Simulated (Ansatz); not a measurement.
TiTeS in space group P3m1 (No. 156; Ti on 1b, Te on 1a, S on 1c), plane-wave PAW r²SCAN+D4 (Ansatz code), all energies at zero smearing, with the estimated change up to a 700 eV cutoff added, with one set of potentials and settings (totals compare only within such a set). Cell of 3 atoms (1 Ti, 1 Te, 1 S): -10408.932 eV.

| element | reference phase | E (eV/atom) |
|---|---|---|
| Ti | P6/mmm, 3 atoms in the cell | -2504.4584 |
| Te | P3_121, 3 atoms in the cell | -6994.9777 |
| S | P2/c, 32 atoms in the cell | -905.9104 |

Formation energy per atom, worked out: (-10408.932 − 1×(-2504.4584) − 1×(-6994.9777) − 1×(-905.9104))/3 = -1.195 eV/atom (-115 kJ per mol of atoms), at 0 K, without zero-point energy or fitted corrections.

The workflow started from a Materials Project entry (that database holds measured and hypothetical structures alike); the Crystallography Open Database copy checked does not list it. Its standing as an ambient phase is unchecked. The cell was relaxed with r²SCAN+D4 under the symmetry of its start; whether a distortion lowers the energy is not shown. No spin polarisation was allowed. The references are the lowest solids computed at this level, not always the standard phases. Scalar-relativistic: spin–orbit coupling is off unless named, which matters more the heavier the elements.

Potentials: the later of the program's two PAW sets.
